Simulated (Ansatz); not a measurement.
ZnCu:
```xyz
2
Lattice="2.9634 0.0000 0.0000 0.0000 2.9634 0.0000 0.0000 0.0000 2.9634" Properties=species:S:1:pos:R:3 pbc="T T T"
Cu     0.0000     0.0000     0.0000
Zn     1.4817     1.4817     1.4817
```

Relaxed with PBE.

Question: List the phonon frequencies at the special points (DFPT on a 4×4×4 q-mesh, Fourier-interpolated; the program Ansatz at the PBE level (PAW)).

Answer: In cm⁻¹; no LO–TO term at Γ, as the run had none.

| q | frequencies |
|---|---|
| Γ | 0 0 0 193 193 193 |
| X | 139 139 140 140 149 172 |
| M | 18 18 146 154 219 219 |
| R | 134 134 134 159 159 159 |

Space group Pm-3m (CsCl type). The cell was relaxed with PBE under the symmetry of its start; phonons on a q-mesh show no instability. The run is not spin-polarised. As this level gives no gap, phonon frequencies hold no LO–TO term and depend on the k-mesh and smearing (Fermi–Dirac, 0.1 eV here).

Potentials: the later of the program's two PAW sets.
